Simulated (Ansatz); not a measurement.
Data:

TlBr:
```yaml
crystal:
  lattice:
    - [0.00000, 3.75193, 3.75193]
    - [3.75193, 0.00000, 3.75193]
    - [3.75193, 3.75193, 0.00000]
  atoms:
    - { symbol: Br, position: [0.75000, 0.75000, 0.75000] }
    - { symbol: Tl, position: [0.00000, 0.00000, 0.00000] }
```

This is the PBE-relaxed structure. Tensor components refer to the Cartesian frame of this cell.

### Question
All from plane-wave PAW PBE (Ansatz code), unless another level is named. Give the piezoelectric stress constants (proper, relaxed ions, C/m²).

### Answer
e14 = e25 = e36 = 0.05.

### Question
Predict the Hill bulk and shear moduli.

### Answer
11.0 and 0.4 GPa.

Space group F-43m (zinc blende). The cell is a constructed one: a structure type filled with these elements; neither database checked (COD, Materials Project) lists it. COD files the formula under space group No. 221, so this cell is another polymorph or a model. Whether it is the stable phase at ambient conditions was not checked. Symmetry was held in the PBE relaxation; phonons on a q-mesh show no instability. Scalar-relativistic: spin–orbit coupling is off unless named, which matters more the heavier the elements.

Potentials: the later of the program's two PAW sets.
